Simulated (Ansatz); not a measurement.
Mg₂SeS in space group P-4m2 (No. 115; Mg on 2g, Se on 1b, S on 1d), LDA in the plane-wave PAW code Ansatz. The conduction-band minimum lies at Γ, with 1 equivalent valley. Second derivatives d²E/dk² of the lowest band at one valley (eV·Å²), along Cartesian directions:

| direction | d²E/dk² |
|---|---|
| [100] | 32.07 |
| [010] | 32.07 |
| [001] | 34.41 |
| [110] | 32.08 |
| [101] | 33.23 |
| [011] | 33.23 |

### Question
Find the principal effective masses, the density-of-states mass and the conductivity mass.

### Answer
Off-diagonal terms follow from H_xy = H[110] − (H_xx + H_yy)/2, and m*/mₑ = 7.620 eV·Å² over each eigenvalue: 0.22, 0.24, 0.24. One valley's DOS mass (m₁m₂m₃)^(1/3) = 0.23, conductivity mass 3/(Σ 1/mᵢ) = 0.23 mₑ.

### Question
What effective density of states Nc follows at 300 K for parabolic valleys?

### Answer
Nc = 2.509e19 × 1 × (0.23)^(3/2) ≈ 2.8e18 cm⁻³.

### Question
With the computed static dielectric constant 6.92 (mean of the diagonal), estimate a hydrogenic donor's binding energy and radius.

### Answer
E = 13.606 eV × 0.23/6.92² ≈ 65 meV; a = 0.529 Å × ε/m* ≈ 16 Å. Semilocal masses tend to be too small where the gap is.

The first step of the workflow began from a Materials Project structure, measured or hypothetical; the Crystallography Open Database copy checked does not list it. Its standing as an ambient phase is unchecked. The LDA relaxation kept the symmetry of its start; phonons on a q-mesh show no instability. Scalar-relativistic: spin–orbit coupling is off unless named, which matters more the heavier the elements.

Potentials: the later of the program's two PAW sets.
